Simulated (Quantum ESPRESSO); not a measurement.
## ZnAl2GeN4 (a curve over one atom's position)

Computed values, not a measurement. The program is pw.x of Quantum ESPRESSO 7.5 (plane-wave density functional theory). The cell is made up: 8 atoms on a zincblende/diamond lattice, with randomly drawn elements, strain and displacements, not relaxed. PseudoDojo standard norm-conserving files (v0.5 for PBE, v0.4.1 for LDA and PBEsol) set the functional; there is no spin polarisation, spin-orbit coupling or dispersion term, and the masses in the input are unused placeholders.

Seven runs move atom 3 (Al, counted in the order of the input) along z and keep all else fixed.

Input of the run at +0.0109:

```
&control calculation='scf', pseudo_dir='./dojo.nc.sr.pbe.v0_5.standard.upf', outdir='./o', disk_io='medium', tprnfor=.true., tstress=.true. /
&system ibrav=0, nat=8, ntyp=4, nbnd=36, ecutwfc=84.00895049, nosym=.true., tot_charge=0,
 occupations='smearing', smearing='fd', degauss=0.0018374661
/
&electrons conv_thr=7.350e-09, electron_maxstep=60, /
ATOMIC_SPECIES
Al 1.0 Al.upf
Ge 1.0 Ge.upf
N 1.0 N.upf
Zn 1.0 Zn.upf
CELL_PARAMETERS angstrom
4.4204 -0.015 0.0228
-0.015 4.4353 0.0073
0.0228 0.0073 4.3861
ATOMIC_POSITIONS angstrom
Zn -0.0037 -0.009 -0.0084
Al 0.0048 2.2674 2.1781
Al 2.2211 0.0213 2.2088
Ge 2.2328 2.1838 0.0138
N 1.07 1.1035 1.1291
N 1.066 3.3063 3.2475
N 3.3136 1.1204 3.3167
N 3.2755 3.2818 1.1431
K_POINTS automatic
4 4 4 1 1 1
```

| shift of atom 3 along z (Å) | free energy less that of the input shown (eV) | Fx on atom 3 (eV/Å) | Fy on atom 3 (eV/Å) | Fz on atom 3 (eV/Å) | pressure (GPa) | iterations |
| --- | --- | --- | --- | --- | --- | --- |
| -0.1210 | 0.1546 | -0.336 | -0.314 | 2.358 | 7.64 | 12 |
| -0.0663 | 0.0523 | -0.369 | -0.327 | 1.380 | 7.30 | 12 |
| -0.0159 | 0.0058 | -0.399 | -0.343 | 0.462 | 7.15 | 12 |
| +0.0109 | 0.0000 | -0.416 | -0.353 | -0.028 | 7.13 | 12 |
| +0.0697 | 0.0333 | -0.457 | -0.382 | -1.102 | 7.25 | 12 |
| +0.0892 | 0.0582 | -0.471 | -0.394 | -1.456 | 7.34 | 12 |

Question: one run is left out of the table, at -0.0911. Estimate its Fz on atom 3 (eV/Å).

Answer: 1.826. The whole row:

| shift of atom 3 along z (Å) | free energy less that of the input shown (eV) | Fx on atom 3 (eV/Å) | Fy on atom 3 (eV/Å) | Fz on atom 3 (eV/Å) | pressure (GPa) | iterations |
| --- | --- | --- | --- | --- | --- | --- |
| -0.0911 | 0.0920 | -0.354 | -0.321 | 1.826 | 7.43 | 12 |

A cubic fit gives dFz/dz = -18.31 eV/Å² at zero shift. Across the table the free energy follows the integral of the force to within 0.1 meV. A rerun of one of the cells at 1437 eV and a 6 x 6 x 6 mesh moved values by no more than 0.003 eV in energy, 0.02 GPa in stress and 0.002 eV/Å in force.